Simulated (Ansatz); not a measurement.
**Cd: strain energy, fitted**

Cd, P6_3/mmc, a = 2.962 Å, c = 5.797 Å. Ansatz: r2SCAN, PAW, 500 eV, Γ-centred 24×24×10 mesh on 2 atoms, Gaussian smearing 0.10 eV; no spin polarisation. Series: biaxial strain in the a-b plane, c and atoms relaxed; x is the strain in per cent. y is the free energy over the unstrained cell, V0 = 22.020 Å³/atom.

```
x (%) y (meV/atom)
 -6.0         90.42
 -4.0         36.40
 -2.0         10.06
  0.0          0.00
  2.0             ?
  4.0         16.90
  6.0         25.60
```

**Question.** Fit y = c2 x² + c3 x³ to the other rows, turn c2 into a modulus, and predict the missing energy.

**Answer.** Least squares on the rows shown. y = 1.6234 x² − 0.15042 x³. In eV per unit strain² c2 is 16.23; M is the biaxial modulus (E = M V0 ε²): 16.23 × 160.2 / (22.020) = 118 GPa. The unstrained cell keeps some stress along the strain, worth a slope of -0.49 meV/atom per %, which the form leaves out. With a term in x⁴ added, the coefficient of x² becomes 1.753, 8 % more, which shows how far this figure hangs on the form. At x = 2.0 the fit asked for gives 5.29 meV/atom. The run gave 5.59 meV/atom, so the fit is 0.30 meV/atom too low, within the rms miss on the fitted rows (1.18 meV/atom).